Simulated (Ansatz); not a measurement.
Ansatz (a first-principles code) input:

Ansatz 0.2 input:
```yaml
crystal:
  lattice:
    - [0.0, 3.6924014165, 3.6924014165]
    - [3.6924014165, 0.0, 3.6924014165]
    - [3.6924014165, 3.6924014165, 0.0]
  atoms:
    - { symbol: Zr, position: [0.5, 0.5, 0.5] }
    - { symbol: Zr, position: [0.75, 0.75, 0.75] }
    - { symbol: Ir, position: [0.125, 0.125, 0.125] }
    - { symbol: Ir, position: [0.625, 0.125, 0.125] }
    - { symbol: Ir, position: [0.125, 0.125, 0.625] }
    - { symbol: Ir, position: [0.125, 0.625, 0.125] }
kpoints:
  mp_grid: { grid: [10, 10, 10] }
hamiltonian:
  xc: r2scan
  pseudopotentials: { kind: paw }
scf:
  occupations: { method: gaussian, width: 0.1 }
checkpoint: { read: metal.run }
output: { write_density: true, elf: true, volumetric_format: npy }
basis: { fft_grid_basis: typed }
```

Output (shortened):

```
Pseudopotentials: kind: paw
Pseudopotential: Zr, paw, valence charge 12
Pseudopotential: Ir, paw, valence charge 17
Functional definition: r2SCAN
Crystal: 6 atoms, lattice volume = 100.683 Å³
Basis set: ecut = 500 eV, 2637 PW (Γ), exchange–correlation on 160×160×160 points (64 copies of the dense FFT grid, shifted against one another)
Bands: 56, of which v1, the nominal top of the filled ones, is band 46 counted from 1 (45 counted from 0)
Symmetry: 48 space group operations
Space group: Fd-3m (ITA 227), of the structure as read, at distance tolerance 4.7e-5 Å
k-points: 47 of 1000
PAW frozen core: Zr, regenerated for the run's functional
PAW frozen core: Ir, regenerated for the run's functional
Initial density: read from a saved state, or passed on in memory by an earlier SCF of this step, an earlier step, the calling program or the single point that …
Stability of the state it starts from, as read at its close in the unpolarized treatment …
Initial wavefunctions: pseudopotential atomic-orbital guess
Eigensolver: davidson
Functional: x = r2scan, c = r2scan; τ floored in thin density (d = 2e-4 eV/Å³)
iter 1 solved again at ethr=6.64e-8 eV; its pass at ethr=3.10e-3 eV (dr2=6.11e-5 eV) is discarded
SCF iter   1: F=—  HF=-56189.441352 eV  |F-HF|=—  |Δ(HF+E_count)|=         —  Δρ=4.19e-7  dr2=1.15e-10  dr2_τ=2.47e-11  ethr=6.64e-8  ⟨swp⟩=3.9  Hψ=15747  notcnv=0
all-band conjugate gradients solve this SCF's bands
preconditioner: auto → Kerker (q_TF=auto, 2.688 Å⁻¹)
SCF iter   2: F=-56189.441352 eV  HF=-56189.441352 eV  |F-HF|=1.02e-10  |Δ(HF+E_count)|=   4.77e-8  Δρ=2.99e-7  dr2=1.28e-10  dr2_τ=3.74e-11  ethr=1.00e-12  ⟨swp⟩=6.6  Hψ=9652  notcnv=0
SCF 1 converged in 2 iterations: F = -56189.441352 eV  dr2 = 1.28e-10
SCF converged after 2 iterations
Free energy (F): -56189.441352 eV
Harris-Foulkes:  -56189.441352 eV  (|F-HF|=1.02e-10)
Internal energy: -56189.412631 eV  (E = F + TS)
E sigma→0 (E₀):  -56189.426991 eV
Entropy (-TS):   -0.028721 eV (-4.787 meV/atom)
Fermi energy:    20.934892 eV
--- Per-component energies (eV) ---
  E_band       = -759.209240
  E_kinetic    = 3157.019140
  E_local      = -6841.787851  (includes V_loc(G=0)·N_el)
  E_nonlocal   = 453.354254
  E_hartree    = 2621.734385
  E_xc         = -1334.844506
  E_vxc        = -1759.520564  (∫ρ·V_xc dr)
  E_paw        = -42940.246578  (= ΣΔE_a)
  E_vpaw       = -1120.222535  (= ΣTr[D̂ρ^β])
  E_aug_tail   = -0.000101  (compensation charges beyond the density's cutoff)
  E_vtau       = 108.480598  (kinetic-family band-sum trace: ∫τ·v_τ [+ j·A + Jᵃ·Aᵃ] dr)
  E_ewald      = -11303.044316
  E_core_change = -1.597057  (= ΣΔE_core)
  E_smearing   = -0.028721  (= −TS)
  E_closure    =  0.000000  (closes the sum)
  Σ components = -56189.441352   (vs F -56189.441352, Δ=0.00e0)
  [band-id]    e_kinetic+e_local+e_nonlocal+2·e_hartree+e_vxc+e_vpaw+e_augmentation_tail+e_vtau = -759.208289   (vs E_band -759.209240, Δ=9.51e-4)
--- Band table (eV; the first three rows and the last of 47) ---
  k-point 0: bands = ["-73.5465", "-73.4611", "-73.4611", "-73.4611", "-30.6068", "-30.2753", "-30.1737", "-30.0261", "-30.0261", "-30.0261", "-29.8300", "-29.8300", "-29.4658", "-29.4658", "-29.4658", "-29.4536", "-29.4536", "-29.4536", "-7.6938", "-7.6938", "-7.6938", "-7.4144", "-7.4144", "-7.4144", "10.8109", "13.3572", "14.1309", "14.1309", "14.1309", "15.7303", "15.7303", "15.8491", "15.8491", "15.8491", "19.0916", "19.0916", "19.4251", "19.4251", "19.4251", "19.8176", "19.8176", "19.9146", "19.9146", "19.9146", "19.9433", "19.9433", "19.9433", "21.9883", "22.6295", "22.6295", "22.6295", "23.3013", "23.3013", "23.3013", "24.9521", "24.9521"]
  k-point 1: bands = ["-73.5449", "-73.4626", "-73.4611", "-73.4611", "-30.5907", "-30.2772", "-30.1757", "-30.0198", "-30.0188", "-30.0188", "-29.8263", "-29.8263", "-29.4754", "-29.4754", "-29.4739", "-29.4658", "-29.4555", "-29.4555", "-7.6959", "-7.6959", "-7.6913", "-7.4183", "-7.4119", "-7.4119", "10.9296", "13.4487", "14.1736", "14.1955", "14.1955", "15.7699", "15.7699", "15.7768", "15.8847", "15.8847", "18.8736", "18.8736", "19.1477", "19.3607", "19.3607", "19.6487", "19.6487", "19.8988", "19.9326", "19.9444", "19.9444", "20.2752", "20.2752", "21.3697", "22.5651", "22.5651", "23.1326", "23.2028", "23.2028", "23.3012", "24.8674", "24.8674"]
  k-point 2: bands = ["-73.5406", "-73.4670", "-73.4611", "-73.4611", "-30.5464", "-30.2808", "-30.1818", "-30.0022", "-29.9997", "-29.9997", "-29.8138", "-29.8138", "-29.5312", "-29.5076", "-29.5076", "-29.4657", "-29.4565", "-29.4565", "-7.7010", "-7.7010", "-7.6875", "-7.4257", "-7.4056", "-7.4056", "11.2648", "13.6994", "14.3062", "14.3709", "14.3709", "15.5955", "15.8593", "15.8593", "16.0304", "16.0304", "18.5064", "18.5530", "18.5530", "18.8245", "18.8245", "19.6112", "19.7225", "19.7225", "19.8579", "20.0909", "20.0909", "20.6276", "20.6276", "20.6878", "22.2472", "22.2472", "23.1386", "23.1386", "23.3010", "23.7171", "24.7081", "24.7081"]
  k-point 46: bands = ["-73.5039", "-73.5039", "-73.4611", "-73.4611", "-30.2516", "-30.2516", "-30.1889", "-30.1889", "-29.8398", "-29.8398", "-29.7374", "-29.7374", "-29.7031", "-29.7031", "-29.5674", "-29.5674", "-29.5103", "-29.5103", "-7.7505", "-7.7505", "-7.5547", "-7.5547", "-7.3595", "-7.3595", "13.8554", "13.8554", "15.3781", "15.3781", "15.7577", "15.7577", "15.9460", "15.9460", "16.4973", "16.4973", "16.8823", "16.8823", "17.4893", "17.4893", "17.7005", "17.7005", "18.5487", "18.5487", "19.1196", "19.1196", "20.6188", "20.6188", "21.3646", "21.3646", "22.2366", "22.2366", "22.8921", "22.8921", "23.9245", "23.9245", "24.0938", "24.0938"]
  band table: 56 of 56 bands, residual norms ≤ 1.0e-3 eV
```

Cost: roughly 22 core-seconds on shared cores.

The workflow started from an entry of the Crystallography Open Database (COD). Its standing as an ambient phase is unchecked. The r²SCAN relaxation kept the symmetry of its start; whether a distortion lowers the energy is not shown. The run is not spin-polarised. Spin–orbit coupling is left out wherever it is not named.

Potentials: the later of the program's two PAW sets.

Ansatz is a plane-wave DFT program.
